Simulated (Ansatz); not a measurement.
An elastic tensor (GPa, Voigt order, standard axes) from plane-wave PAW LDA (Ansatz code):

|  | 1 | 2 | 3 | 4 | 5 | 6 |
|---|---|---|---|---|---|---|
| 1 | 394 | 82.6 | 99.1 | 0.0 | 0.0 | 0.0 |
| 2 | 82.6 | 394 | 99.1 | 0.0 | 0.0 | 0.0 |
| 3 | 99.1 | 99.1 | 490 | 0.0 | 0.0 | 0.0 |
| 4 | 0.0 | 0.0 | 0.0 | 145 | 0.0 | 0.0 |
| 5 | 0.0 | 0.0 | 0.0 | 0.0 | 145 | 0.0 |
| 6 | 0.0 | 0.0 | 0.0 | 0.0 | 0.0 | 156 |

Which compound is it?
A) TaN, P-6m2 (Ta on 1b, N on 1e)
B) TaSi2, P6_422 (Ta on 3c, Si on 6i)
C) TaS2, P6_3/mmc (Ta on 2b, S on 4f)
D) TaN, P6/mmm (Ta on 1a, Ta on 2d, N on 3f)

B, TaSi2, P6_422 (Ta on 3c, Si on 6i)

The workflow started from an entry of the Crystallography Open Database (COD), which files this formula under 2 space groups. Its standing as an ambient phase is unchecked. Symmetry was held in the LDA relaxation; whether a distortion lowers the energy is not shown. The run is not spin-polarised. As this level gives no gap, shear constants depend on the k-mesh and smearing (Fermi–Dirac, 0.1 eV here). Scalar-relativistic: spin–orbit coupling is off unless named, which matters more the heavier the elements.

Potentials: the later of the program's two PAW sets.
